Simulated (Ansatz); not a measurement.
# Mechanical response of HgPd (P4/mmm)

```
CELL_PARAMETERS angstrom
3.01725 0.00000 0.00000
0.00000 3.01725 0.00000
0.00000 0.00000 3.72554
ATOMIC_POSITIONS crystal
Hg 0.00000 0.00000 0.00000
Pd 0.50000 0.50000 0.50000
```

The conventional cell has a = 3.017 Å, b = 3.017 Å, c = 3.726 Å, α = 90.00°, β = 90.00°, γ = 90.00°. Around Hg (atom 1) lie 8 Pd at 2.83 Å and 4 Hg at 3.02 Å. Pd (atom 2) is surrounded by 8 Hg at 2.83 Å and 4 Pd at 3.02 Å.

Unless marked otherwise, the numbers come from PBEsol, PAW on Ansatz 0.2.0's default frozen-core files (fitted under PBE), scalar-relativistic. k mesh 16×16×14, Fermi-Dirac smearing of 0.100 eV, cutoff 420 eV. The cell was relaxed by PAW under this functional.

The cell is tetragonal and carries a residual pressure of -0.02 GPa at this level. Each strain component that symmetry leaves independent is applied at ±0.003, the ions relax wherever a strain frees them, and the stress (tension positive, GPa) is read. Shears are engineering strains, γ = 2ε.

| strain | size | σxx | σyy | σzz | σyz | σxz | σxy |
| --- | --- | --- | --- | --- | --- | --- | --- |
| xx | -0.003 | -0.5667 | -0.3108 | -0.3790 | 0.0000 | 0.0000 | 0.0000 |
| xx | +0.003 | 0.5881 | 0.3477 | 0.4289 | 0.0000 | 0.0000 | 0.0000 |
| zz | -0.003 | -0.3881 | -0.3881 | -0.4915 | 0.0000 | 0.0000 | 0.0000 |
| zz | +0.003 | 0.4200 | 0.4200 | 0.5398 | 0.0000 | 0.0000 | 0.0000 |
| yz | -0.003 | 0.0191 | 0.0199 | 0.0251 | -0.1914 | 0.0000 | 0.0000 |
| yz | +0.003 | 0.0191 | 0.0199 | 0.0251 | 0.1914 | 0.0000 | 0.0000 |
| xy | -0.003 | 0.0203 | 0.0203 | 0.0257 | 0.0000 | 0.0000 | -0.1115 |
| xy | +0.003 | 0.0203 | 0.0203 | 0.0257 | 0.0000 | 0.0000 | 0.1115 |

A central difference gives one constant, for example C11 ≈ (0.5881 − (-0.5667))/(0.006) = 192.5 GPa; the program then imposes the crystal's symmetry on the whole matrix.

(1) What are the independent elastic constants?

(2) Is the crystal stable against homogeneous strain?

(3) What moduli does a random aggregate of grains have?

(4) With the density of 15.031 g/cm³, how fast does sound travel, and what Debye temperature follows?

(5) What happens at 30 GPa (cell relaxed there)?

Results:

(1) C11 = 192.5, C12 = 109.8, C13 = 134.7, C33 = 171.9, C44 = 63.8, C66 = 37.2 GPa.

(2) The least eigenvalue of the 6×6 matrix is 35.8 GPa, so yes.

(3) Voigt and Reuss bounds: B from 146.1 to 146.1 and G from 36.1 to 44.8 GPa; their means are B = 146.1 and G = 40.5 GPa. Then E = 9BG/(3B + G) = 111.2 GPa, ν = (3B − 2G)/(6B + 2G) = 0.373 and B/G = 3.61, on the ductile side of Pugh's 1.75 (a rule of thumb).

(4) 

```csv
direction,slow (m/s),middle (m/s),fast (m/s)
x,1573,2060,3578
y,1573,2060,3578
z,2060,2060,3382
```

The mean of v⁻³ over directions and branches gives v_m = 1836 m/s and θ_D = (ħ/k_B) v_m (6π²n)^(1/3) = 213 K, n being atoms per volume. Young's modulus spans 52 to 146 GPa over directions, and the universal anisotropy index is 1.20.

(5) The volume falls to 0.8705 of its value, and C11 = 386.3, C12 = 227.4, C13 = 284.9, C33 = 337.0, C44 = 131.8, C66 = 72.4 GPa (slopes of the stress), in this structure whether or not another phase takes over.

Known limits: frozen-core PAW files fitted under PBE, their cores solved anew for the functional of the run; responses of metals move with mesh and smearing; no spin-orbit coupling on heavy atoms.
